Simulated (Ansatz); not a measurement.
## Energy landscape near a K3Cd structure

Computed with DFT PBEsol, scalar-relativistic, plane waves, PAW in Ansatz.

Cutoff 420 eV; k points 8×8×8 on the computed 4-atom cell (Γ-centred); Gaussian smearing, width 0.10 eV; no spin polarisation.

Reference cell:

```xyz
4
Lattice="5.9529 0.0000 0.0000 0.0000 5.9529 0.0000 0.0000 0.0000 5.9529" Properties=species:S:1:pos:R:3 pbc="T T T"
K     0.0000    2.9765    2.9765
K     2.9765    0.0000    2.9765
K     2.9765    2.9765    0.0000
Cd    0.0000    0.0000    0.0000
```

Each variant moves atoms of this cell by the vectors given, if any (Å), and then applies a symmetric strain (tensor components, Cartesian axes). The reference cell isn't relaxed at this level. Energies are per atom at zero smearing, counted from the lowest variant. Pressure is positive in compression.

1. strain (xx yy zz yz xz xy, %) 2.29 2.29 2.29 0.00 0.00 0.00
2. strain (xx yy zz yz xz xy, %) -3.37 -3.37 -3.37 0.00 0.00 0.00
3. strain (xx yy zz yz xz xy, %) 0.55 0.55 0.55 0.00 0.00 0.00

Q: Order the variants by energy, lowest first.

A: 2 (0.0 meV/atom), 3 (7.4 meV/atom), 1 (17.1 meV/atom).

Q: Order them by pressure, highest first.

A: 2 (0.13 GPa), 3 (-0.46 GPa), 1 (-0.63 GPa).